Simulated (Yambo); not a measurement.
G0W0@PBEsol for ScOF (space group P2_1/c, No. 14) in Yambo. Reference settings: 2×2×2 Γ-centred k mesh, bands 5 to 278 and a 8 Ry block in the screening, 278 bands in G with the Bruneval-Gonze terminator, plasmon pole fitted at 27.2 eV. The PBEsol gap (0, -0.5, 0) → (-0.5, 0, 0) on this mesh is 4.51 eV; G0W0 gaps are taken between the same points.

The settings were changed. The gap went from 7.16 eV to 7.22 eV, and the shift of the valence edge from -0.71 eV to -0.61 eV.

Which change was made?
(A) 186 bands in G
(B) pole fitted at 55 eV
(C) 140 bands in W
(D) 186 bands in G, no terminator

C, 140 bands in W. The others gave (gap, valence shift): 186 bands in G: 7.16, -0.71 eV; pole fitted at 55 eV: 7.21, -0.79 eV; 186 bands in G, no terminator: 7.24, -0.34 eV.

Geometry of the Materials Project entry, not relaxed at this level; primitive cell a = 5.1843 Å, b = 5.1559 Å, c = 5.2496 Å, α = γ = 90.00°, β = 99.86°.

The structure is a Materials Project entry; no match was found in the copy of COD used, and its stability was not checked.

A shift is the quasiparticle energy of the state minus its PBEsol energy.
